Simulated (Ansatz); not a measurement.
All numbers below come from DFT PBE, scalar-relativistic, plane waves, PAW in Ansatz 0.2.0. Cutoff 420 eV, Γ-centred meshes of about 0.25 Å⁻¹ or finer for metals and 0.3 Å⁻¹ for insulators (2π included), Gaussian smearing. No spin polarisation.

Relaxed structures of Na₅ZrO₂, with energies over the first row. Coordination counts Na or Zr atoms around O (for each partner element, those within 1.25 times its shortest distance or 1.15 times the sum of covalent radii, where it is the nearest in units of that sum or under 1.3; a plus sign parts groups by distance over the sum of covalent radii).

```
#   form                       sites  V (Å³/atom)  coordination  ΔE (meV/atom)
1  P-3m1  Na 2d, 2d, 1b; Zr 1a; O 2d         23.4         O 3+3              0
2  P-4m2  Na 1b, 2e, 2f; Zr 1a; O 2g         31.0           O 4            183
```

A further structure, relaxed alike:

```
CELL_PARAMETERS angstrom
-2.32545 2.32545 9.12551
2.32545 -2.32545 9.12551
2.32545 2.32545 -9.12551
ATOMIC_POSITIONS crystal
Na 0.64442 0.14442 0.50000
Na 0.35558 0.85558 0.50000
Na 0.14442 0.64442 0.50000
Na 0.85558 0.35558 0.50000
Na 0.50000 0.50000 0.00000
Zr 0.00000 0.00000 0.00000
O 0.10985 0.10985 0.00000
O 0.89014 0.89014 0.00000
```

Question: Place it among the others.

Answer: It is the highest, 286 meV/atom above row 1, with space group I4/mmm (No. 139) and 24.7 Å³/atom. Counting Na or Zr atoms around O, this cell has O 1+4 and row 1 has O 3+3. Na on a site of symmetry 2mm has 2 O at 2.41 Å, 4 Na at 3.29 Å, 2 Na at 3.52 Å, 2 Zr at 3.52 Å and 1 Na at 3.85 Å; around Na on a site of symmetry 4/mmm lie 4 Zr at 3.29 Å and 8 Na at 3.52 Å; Zr is surrounded by 2 O at 2.00 Å, 4 Na at 3.29 Å and 8 Na at 3.52 Å; O has 1 Zr at 2.00 Å and 4 Na at 2.41 Å.

In P-3m1, P-4m2, I4/mmm an odd number of electrons in the primitive cell allows no gap without spin; a larger cell or a magnetic state could open one. A magnetic state wasn't ruled out in cells without spin, among them P-3m1. Trial moments fell under 0.15 μB along the way in P-4m2 and I4/mmm; another start might hold them. With atoms moved at random, row 1 (by 21 meV/atom) fell into a lower structure. Row 2 and the further cell had no clear such test and can be saddle points.
